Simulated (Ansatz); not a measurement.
# Notes on PIF

```
P F I
1.0
     4.14086    0.00000    0.00000
     0.00000    4.14086    0.00000
     0.00000    0.00000    7.29966
P F I
2 2 2
Direct
  0.00000 0.50000 0.20800
  0.50000 0.00000 0.79200
  0.00000 0.50000 0.65000
  0.50000 0.00000 0.35000
  0.00000 0.00000 0.00000
  0.50000 0.50000 0.00000
```

The numbers come from plane-wave PAW DFT (Ansatz): PBE, no spin polarisation, 420 eV, 6×6×4 Γ-centred k points, cold occupations (width 0.018 eV). Nothing was relaxed.

Problem. What is the formation energy?

Solution. 0.98 eV an atom against the elements' usual phases (free molecules for gases, crystals otherwise, with no correction for O₂ or N₂), so at this geometry it isn't bound against them. Relaxing would lower it.

Problem. Which atom feels the largest force, and which way?

Solution. The largest is on P1 (and as large on other atoms): 1.73 eV/Å, components (0.00, 0.00, 1.73). It makes 126° with the line to a nearest neighbour, I5 at 2.57 Å.

Problem. What happens at the Fermi level?

Solution. It is a metal, with about 5.3 states/eV a cell as the mean within 0.25 eV of the Fermi level, mostly P p (52 %), I p (21 %) and F p (15 %).

Problem. Is the cell too large or too small?

Solution. The pressure is 17.1 GPa (compression positive), so with the atoms held at these fractions the cell would first expand; the forces are large, so a full relaxation may end otherwise. The principal stresses -4.3, 27.8, 27.8 GPa differ, so its shape would change too.

Problem. How is the charge shared?

Solution. Bader charges in e: P +0.43, I +0.24, F -0.67. In the mean P gives up most and F takes most.

Origin: a known structure type with other elements, at an estimated volume, so it need not be a known compound. Caveats: many states at the Fermi level without spin polarisation, so a magnetic state may lie lower; atoms or cell far from equilibrium.
